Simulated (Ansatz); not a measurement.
TiSi: how the k-point mesh moves the results

Computed with DFT r2SCAN, scalar-relativistic, plane waves, PAW in Ansatz 0.2.0.

```
Ti Si
1.0
     1.81618   -2.11762    0.00000
     1.81618    2.11762    0.00000
     0.00000    0.00000    3.80393
Ti Si
1 1
Direct
  0.50000 0.50000 0.00000
  0.00000 0.00000 0.50000
```

The plane-wave cutoff is 500 eV and the occupation rule is Gaussian smearing, 0.1 eV. The spin treatment is unpolarised.

The atoms are held and the k-point mesh is swept. Energies are extrapolated to zero smearing and count from the reference run, 24×24×18. The cell isn't necessarily relaxed at this level. The meshes are Γ-centred. Pressure is positive in compression.

| mesh | ΔE (meV/atom) | P (GPa) | irreducible points |
| --- | --- | --- | --- |
| 1×1×1 | -222 | -13.64 | 1 |
| 4×4×2 | -26.8 | -2.87 | 14 |
| 4×4×4 | 23.2 | -2.26 | 21 |
| 6×6×4 | 1.84 | -1.75 | 39 |
| 6×6×6 | 4.43 | -1.53 | 52 |
| 8×8×6 | 3.21 | -1.63 | 84 |
| 10×10×8 | -2.96 | -1.84 | 155 |
| 14×14×10 | -0.57 | -1.83 | 342 |
| 16×16×12 | 0.59 | -1.86 | 511 |
| 20×20×14 | -0.05 | -1.83 | 888 |
| 22×22×16 | -0.15 | -1.85 | 1197 |
| 24×24×18 | 0.00 | -1.84 | 1570 |